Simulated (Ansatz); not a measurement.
BeS (zinc blende, F-43m), DFT-LDA in the program Ansatz with PAW potentials. The conduction-band minimum lies at X, with 3 equivalent valleys. Second derivatives d²E/dk² of the lowest band at one valley (eV·Å²), along Cartesian directions:

```csv
direction,d²E/dk²
[100],9.555
[010],27.60
[001],27.60
[110],18.58
[101],18.58
[011],27.57
```

Q: Find the principal effective masses, the density-of-states mass and the conductivity mass.

A: Off-diagonal terms follow from H_xy = H[110] − (H_xx + H_yy)/2, and m*/mₑ = 7.620 eV·Å² over each eigenvalue: 0.28, 0.28, 0.80. One valley's DOS mass (m₁m₂m₃)^(1/3) = 0.39, conductivity mass 3/(Σ 1/mᵢ) = 0.35 mₑ.

Q: What effective density of states Nc follows at 300 K for parabolic valleys?

A: Nc = 2.509e19 × 3 × (0.39)^(3/2) ≈ 1.8e19 cm⁻³.

Q: With the computed static dielectric constant 7.14 (mean of the diagonal), estimate a hydrogenic donor's binding energy and radius.

A: E = 13.606 eV × 0.35/7.14² ≈ 93 meV; a = 0.529 Å × ε/m* ≈ 11 Å. Semilocal masses tend to be too small when the gap is underestimated.

Q: With ε∞ = 5.43 and ω_LO = 680 cm⁻¹, what Fröhlich coupling constant follows?

A: α = (1/ε∞ − 1/ε0) √(m* × 13.606 eV/ħω_LO) = 0.33.

Symmetry was held in the LDA relaxation.

Potentials: the earlier of the program's two PAW sets. The files were generated under PBE; for other functionals the program regenerates the frozen cores, and for LDA and PBEsol the local potential too.
